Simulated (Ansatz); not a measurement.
The start is a relaxed Ag cell, doubled along one cell vector, shaken by Gaussian noise of σ = 0.08 Å a coordinate. A full variable-cell relaxation at zero pressure is run with PBE (plane waves to 420 eV, PAW, scalar-relativistic; Ansatz, a quantum-chemistry and plane-wave program). The first steps use a coarse 5×9×9 k-mesh.

Initial structure:
```yaml
crystal:
  lattice:
    - [0.00000, 6.21972, 6.21972]
    - [3.10986, 0.00000, 3.10986]
    - [3.10986, 3.10986, 0.00000]
  atoms:
    - { symbol: Ag, position: [0.37451, 0.76841, 0.74238] }
    - { symbol: Ag, position: [0.86597, 0.70300, 0.78049] }
    - { symbol: Ag, position: [0.25612, 0.48658, 0.52379] }
    - { symbol: Ag, position: [0.74809, 0.52874, 0.50192] }
```

| Item | Value |
|---|---|
| Largest initial force | 1.38 eV/Å, on Ag2 (atoms numbered as listed) |
| Energy released | 0.84 to 0.85 eV/atom (the two k-meshes of the run give this range) |
| Volume change | -40.7 %, from 30.08 to 17.84 Å³/atom |
| Relative to the parent | It does not go back: it reaches Fm-3m (No. 225), fcc (Cu type), 0.78 eV/atom below the parent |
| Shortest distances (start → end) | The closest pairs of elements (up to four, under 3.6 Å), start → end: Ag–Ag 2.48 → 2.93 Å |
| Band gap at the end | no gap (metallic) |
| Optimiser moves | 41 |

It ends as:

Space group Fm-3m (No. 225); a = 4.1482 Å, b = 4.1482 Å, c = 4.1482 Å, α = 90.00°, β = 90.00°, γ = 90.00°

| atom | site | symmetry | x | y | z |
|---|---|---|---|---|---|
| Ag | 4b | m-3m | 0.5000 | 0.5000 | 0.5000 |
(The calculation used a cell of 1 atom; values per cell refer to that cell.)

Final values are on a 19×19×19 k-mesh of the relaxed cell. No spin polarisation in the result.

Of the parent cell (Fd-3m (No. 227)): it is a generated cell of Ag: the first start was made by placing the elements on the sites of a structure type, and the end was not matched to a known phase here, so it may be hypothetical. Known forms of Ag include space group No. 225.
